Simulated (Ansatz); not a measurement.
Simulated powder pattern, Cu Kα, λ = 1.54184 Å (kinematic, ideal powder, no thermal factors, no anomalous dispersion; the 30 strongest lines at most, above 1 %, up to 2θ = 90°):

| 2θ (°) | I/Imax (%) |
|---|---|
| 26.48 | 8.2 |
| 28.65 | 2.3 |
| 32.58 | 100 |
| 45.35 | 32 |
| 48.11 | 35 |
| 53.28 | 8.8 |
| 54.51 | 4.4 |
| 55.75 | 6.0 |
| 59.32 | 18 |
| 68.26 | 9.4 |
| 71.44 | 6.2 |
| 74.60 | 3.2 |
| 75.63 | 9.8 |
| 79.75 | 15 |
| 81.75 | 2.2 |
| 86.78 | 1.7 |
| 87.81 | 9.7 |
| 89.83 | 6.0 |

The pattern belongs to a structure relaxed with PBEsol in the plane-wave PAW code Ansatz.

Pick the material that matches.
A. BAs, P6_222 (B on 3d, As on 3c)
B. BAs, rock salt
C. As, A7 (α-As type)
D. Sb, A7 (α-As type)

C, As, A7 (α-As type)

Give the lattice parameters.

a = 3.782 Å, c = 10.100 Å.

Space group R-3m (A7 (α-As type)). Symmetry was held in the PBEsol relaxation.

Potentials: the earlier of the program's two PAW sets. The files were generated under PBE; for other functionals the program regenerates the frozen cores, and for LDA and PBEsol the local potential too.
